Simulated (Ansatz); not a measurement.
VBiO$_{4}$:
```xyz
6
Lattice="3.8661 2.7428 0.0000 -3.8661 2.7428 0.0000 -2.9300 0.0000 4.3714" Properties=species:S:1:pos:R:3 pbc="T T T"
V      0.0000     1.9829     0.0000
Bi    -1.4650     5.0953     2.1857
O     -2.8847     1.0476     2.9049
O      1.3656     2.9563     0.1891
O     -4.2956     2.9563     4.1822
O     -0.0453     1.0476     1.4664
```

Relaxed with r²SCAN. Special points in fractions of this cell's reciprocal vectors: Γ (0.000, 0.000, 0.000); C (0.432, 0.432, 0.000); C2 (-0.432, 0.568, 0.000); Y2 (-0.500, 0.500, 0.000); M2 (-0.500, 0.500, 0.500); D (-0.283, 0.717, 0.500); D2 (0.283, 0.283, 0.500); A (0.000, 0.000, 0.500); L2 (0.000, 0.500, 0.500); V2 (0.000, 0.500, 0.000).

Problem. List the band energies nearest the valence-band maximum at these points for DFT-r²SCAN in the program Ansatz with PAW potentials.

Solution. In eV from the valence-band maximum; about four levels below and three above (degenerate sets whole), none deeper than 8.9 eV; points with the same levels are listed once.

```json
[
 {"k": "Γ", "below": "-1.71 -1.68 -1.12 -1.06", "above": "4.16 4.31 5.00"},
 {"k": "C", "below": "-1.03 -0.66 -0.63 -0.05", "above": "3.78 4.14 4.68"},
 {"k": "Y2", "below": "-1.06 -0.70 -0.66 -0.02", "above": "3.78 4.19 4.74"},
 {"k": "M2", "below": "-1.11 -0.58 -0.46 0.00", "above": "3.26 3.80 4.86"},
 {"k": "D", "below": "-1.08 -0.85 -0.79 -0.23", "above": "3.59 4.13 5.04"},
 {"k": "A", "below": "-1.22 -1.14 -0.65 -0.06", "above": "3.55 4.14 4.97"},
 {"k": "L2", "below": "-1.09 -0.99 -0.77 -0.48", "above": "3.94 4.17 4.94"},
 {"k": "V2", "below": "-1.23 -0.66 -0.49 -0.24", "above": "3.43 4.07 4.94"}
]
```

The first step of the workflow began from a Materials Project structure, measured or hypothetical; the Crystallography Open Database copy checked does not list it. It is not the phase usual at ambient conditions (space group No. 88). The r²SCAN relaxation kept the symmetry of its start; of distortions, only those at the zone centre were tested. The run is not spin-polarised. No Hubbard U is applied. Spin–orbit coupling is left out wherever it is not named.

Potentials: the later of the program's two PAW sets.
